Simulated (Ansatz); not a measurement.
Harmonic vibrational thermodynamics of Ba (bcc (W type), Im-3m) at fixed volume, plane-wave PAW r²SCAN (Ansatz code). The rows extrapolate the 0 K crystal and know nothing of melting or changes of phase.

| T (K) | F_vib (meV/atom) | S (J/K per mol of atoms) | C_V (J/K per mol of atoms) |
|---|---|---|---|
| 50 | 4.9 | ___ | ___ |
| 100 | -9.8 | 35.5 | 23.8 |
| 200 | ___ | 52.4 | ___ |
| 300 | ___ | ___ | 24.8 |
| 400 | -184.6 | 69.5 | 24.9 |
| 600 | -339.9 | 79.6 | 24.9 |
| 800 | -512.7 | 86.8 | 24.9 |
| 1000 | -698.6 | 92.4 | 24.9 |

Fill in the missing entries.


- 200, C_V (J/K per mol of atoms): 24.7
- 200, F_vib (meV/atom): -56.2
- 50, C_V (J/K per mol of atoms): 20.9
- 50, S (J/K per mol of atoms): 19.8
- 300, F_vib (meV/atom): -116.1
- 300, S (J/K per mol of atoms): 62.4

Symmetry was held in the r²SCAN relaxation; phonons on a q-mesh show no instability. Scalar-relativistic: spin–orbit coupling is off unless named, which matters more the heavier the elements.

Potentials: the later of the program's two PAW sets.
